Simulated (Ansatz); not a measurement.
TePd:
```xyz
4
Lattice="1.9399 -5.3650 0.0000 1.9399 5.3650 0.0000 0.0000 0.0000 3.9985" Properties=species:S:1:pos:R:3 pbc="T T T"
Te     1.9399    -1.5192     0.9996
Pd     1.9399    -4.2487     0.9996
Te     1.9399     1.5192     2.9989
Pd     1.9399     4.2487     2.9989
```

Relaxed with r²SCAN. Special points in fractions of this cell's reciprocal vectors: Γ (0.000, 0.000, 0.000); Y (-0.500, 0.500, 0.000); C0 (-0.283, 0.717, 0.000); Σ0 (0.283, 0.283, 0.000); Z (0.000, 0.000, 0.500); A0 (0.283, 0.283, 0.500); E0 (-0.283, 0.717, 0.500); T (-0.500, 0.500, 0.500); S (0.000, 0.500, 0.000); R (0.000, 0.500, 0.500).

List the band energies nearest the Fermi level at these points for the program Ansatz at the r²SCAN level (PAW).

In eV from the Fermi level; about four levels below and three above (degenerate sets whole), none deeper than 8.9 eV; points with the same levels are listed once.

```json
[
 {"k": "Γ", "below": "-0.88 -0.61 -0.24 -0.04", "above": "3.09 3.24 6.07"},
 {"k": "Y", "below": "-1.49 -0.88 -0.35 -0.10", "above": "0.16 3.54 5.50"},
 {"k": "C0", "below": "-2.40 -2.40 -2.26 -2.23 -0.11", "above": "1.74 1.78 1.88"},
 {"k": "Z", "below": "-2.54 -2.54 -0.26 -0.26", "above": "2.04 2.04 4.97 4.97"},
 {"k": "A0", "below": "-1.67 -1.67 -0.18 -0.18", "above": "3.24 3.24 7.47 7.47"},
 {"k": "T", "below": "-2.81 -2.81 -1.90 -1.90", "above": "1.64 1.64 1.90 1.90"},
 {"k": "S", "below": "-2.34 -2.20 -2.07 -0.26", "above": "0.72 1.74 1.85"},
 {"k": "R", "below": "-1.91 -1.91 -0.63 -0.63", "above": "3.22 3.22 6.36 6.36"}
]
```

Space group Cmcm. The start of the workflow was typed in or built on a structure type; neither database checked (COD, Materials Project) lists it. COD files the formula under space group No. 194. Its standing as an ambient phase is unchecked. Symmetry was held in the r²SCAN relaxation; its stability against distortions is not shown here. The run is not spin-polarised. Scalar-relativistic: spin–orbit coupling is off unless named, which matters more the heavier the elements.

Potentials: the later of the program's two PAW sets.
